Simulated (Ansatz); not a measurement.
Computed with Ansatz (plane waves, PAW, 420 eV cutoff): PBEsol, scalar-relativistic, no spin polarisation, 10×10×8 k-mesh, Gaussian smearing of 0.05 eV. The datasets are Ansatz's generated set soft_2.

The calculation on XP, where X is one element, gave:

* Space group: P-6m2 (No. 187)
* Conventional cell: a = 3.850 Å, b = 3.850 Å, c = 3.744 Å, α = 90.00°, β = 90.00°, γ = 120.00°
* Volume: 24.03 Å³/atom
* Band gap: zero (metallic)
* Density of states at the Fermi level: 0.48 states/(eV·atom)
* Formation energy from the elements (0 K, uncorrected): 0.24 eV/atom (unstable against the elements)

Sites: X on 1a, P on 1f.

Problem. Which element is X?
A. Pb
B. At
C. Tl
D. Bi

Solution. D. X is Bi, so the compound is BiP.

This is a trial structure made by placing the elements on a prototype's sites, so it needn't be the stable form.

Spin–orbit coupling, which matters for such heavy elements, is left out. A displaced or strained copy of the relaxed cell lay 4.9 meV/atom lower, so the structure isn't a true minimum at this level, unless the mesh, which matters in a metal, makes it so.
